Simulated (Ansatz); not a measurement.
Sr3Sn2O7 in space group I4/mmm (No. 139; Pearson symbol tI24), r²SCAN in the plane-wave PAW code Ansatz, all energies at zero smearing, with the estimated change up to a 700 eV cutoff added, with one set of potentials and settings (totals compare only within such a set). Cell of 12 atoms (3 Sr, 2 Sn, 7 O): -26735.488 eV.

| element | reference phase | E (eV/atom) |
|---|---|---|
| Sr | P6_3/mmc, 2 atoms in the cell | -3555.1302 |
| Sn | Fd-3m, 2 atoms in the cell | -6038.7047 |
| O | C2/m, 4 atoms in the cell, spin-polarised | -566.0346 |

Formation energy per atom, worked out: (-26735.488 − 3×(-3555.1302) − 2×(-6038.7047) − 7×(-566.0346))/12 = -2.537 eV/atom (-245 kJ per mol of atoms), at 0 K, without zero-point energy or fitted corrections.

A made-up cell: these elements were put on the sites of a structure type; neither database checked (COD, Materials Project) lists it. COD files the formula under space group No. 63. Its standing as an ambient phase is unchecked. The cell was relaxed with r²SCAN under the symmetry of its start; whether a distortion lowers the energy is not shown. The references are the lowest solids computed at this level, not always the standard phases (solids in place of the gases). Scalar-relativistic: spin–orbit coupling is off unless named, which matters more the heavier the elements.

Potentials: the earlier of the program's two PAW sets. The files were generated under PBE; for other functionals the program regenerates the frozen cores, and for LDA and PBEsol the local potential too.
